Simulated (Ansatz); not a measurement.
# Two states of GdMn4Ga

```
Mn Ga Gd
1.0
     0.00000    3.52627    3.52627
     3.52627    0.00000    3.52627
     3.52627    3.52627    0.00000
Mn Ga Gd
4 1 1
Direct
  0.62540 0.62540 0.62540
  0.12380 0.62540 0.62540
  0.62540 0.62540 0.12380
  0.62540 0.12380 0.62540
  0.00000 0.00000 0.00000
  0.25000 0.25000 0.25000
```

Method: PBE, with U = 6.11 eV and J = 0.41 eV on Gd f, U = 4.57 eV and J = 0.52 eV on Mn d (all-electron-ortho-atomic projectors); PAW, plane waves to 420 eV, 6×6×6 Γ-centred mesh, fermi-dirac occupations (width 0.1 eV) (Ansatz 0.2.0), atoms fixed.

State A: Mn1 up, Mn2 down, Mn3 up, Mn4 down, Gd6 up (collinear spin). State B: Mn1 down, Mn2 up, Mn3 down, Mn4 down, Gd6 up (collinear spin).

Question: Compare the two self-consistent states.

Answer: State B is lower by 1.4 meV an atom at zero smearing. So small a gap isn't resolved on this mesh where a state is a metal.

| state | free energy (meV/atom) | largest moment in a small sphere (μB) | net moment (μB/cell) | gap on mesh (eV) | pressure (GPa) | largest force (eV/Å) |
| --- | --- | --- | --- | --- | --- | --- |
| A | 1.5 | 7.18 | 7.11 | metal | 33.4 | 0.33 |
| B | 0.0 | 7.30 | 0.51 | metal | 35.5 | 0.27 |

Origin: a known structure type with other elements, at an estimated volume, so it need not be a known compound. Caveats: atoms or cell far from equilibrium.
